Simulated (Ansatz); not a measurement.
HfGe (NiAs type, P6_3/mmc), the program Ansatz at the PBE level (PAW), all energies at zero smearing, with the estimated change up to a 700 eV cutoff added, with one set of potentials and settings (totals compare only within such a set). Cell of 4 atoms (2 Hf, 2 Ge): -40034.642 eV.

| element | reference phase | E (eV/atom) |
|---|---|---|
| Hf | P6_3/mmc, 2 atoms in the cell | -15721.3637 |
| Ge | Fd-3m, 2 atoms in the cell | -4294.9847 |

Formation energy per atom, worked out: (-40034.642 − 2×(-15721.3637) − 2×(-4294.9847))/4 = -0.486 eV/atom (-47 kJ per mol of atoms), at 0 K, without zero-point energy or fitted corrections.

A made-up cell: these elements were put on the sites of a structure type; neither database checked (COD, Materials Project) lists it. Its standing as an ambient phase is unchecked. The PBE relaxation kept the symmetry of its start; its stability against distortions is not shown here. No spin polarisation was allowed. The references are the lowest solids computed at this level, not always the standard phases. Scalar-relativistic: spin–orbit coupling is off unless named, which matters more the heavier the elements.

Potentials: the later of the program's two PAW sets.
